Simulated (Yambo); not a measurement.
## Ca$_{2}$FeH$_{6}$: lowest vertical excitons

```xyz
9
Lattice="0.0000 3.4961 3.4961 3.4961 0.0000 3.4961 3.4961 3.4961 0.0000" Properties=species:S:1:pos:R:3 pbc="T T T"
H      1.5944     3.4961     3.4961
H      5.3977     3.4961     3.4961
H      3.4961     1.5944     3.4961
H      3.4961     5.3977     3.4961
H      3.4961     3.4961     1.5944
H      3.4961     3.4961     5.3977
Ca     1.7480     1.7480     1.7480
Ca     5.2441     5.2441     5.2441
Fe     0.0000     0.0000     0.0000
```

The geometry is that of Materials Project entry mp-1205964, symmetrised and not relaxed again.

BSE in Yambo on PBEsol (pw.x of Quantum ESPRESSO, ONCV potentials, without SOC) bands: 8×8×8 mesh, 3 valence and 6 conduction bands, static screening with 51 bands and a 3 Ry block, scissor 1.21 eV, Tamm-Dancoff; field along x.

```tsv
state	energy (eV)	states within 2 meV	relative strength	class	main transitions
1	1.55	3	< 0.01	dark	several band pairs
2	2.03	3	< 0.01	dark	several band pairs
3	2.27	3	0.01	dark	several band pairs
4	2.28	3	0.01	weak	several band pairs
5	2.31	2	< 0.01	dark	VB → CB (69 %)
6	2.31	1	< 0.01	dark	VB → CB (97 %)
7	2.35	3	< 0.01	dark	VB−1 → CB (85 %)
8	2.35	3	1.00	weak	VB → CB (67 %)
```

These are vertical excitations (zero momentum). The direct quasiparticle gap on this mesh is 2.48 eV; counted from there, state 1 is bound by 0.93 eV. Convergence with the mesh was not shown.

Spin singlets only. Strengths are relative to the strongest of the lowest states of this run; strong means a line over 3 % of the spectrum's maximum, dark under 0.03 %. Absolute energies carry the error of the G0W0 scissor, whose convergence isn't established.

The structure is a Materials Project entry; no match was found in the copy of COD used, and its stability was not checked.

The runs are not spin-polarised; magnetic order was not tried.
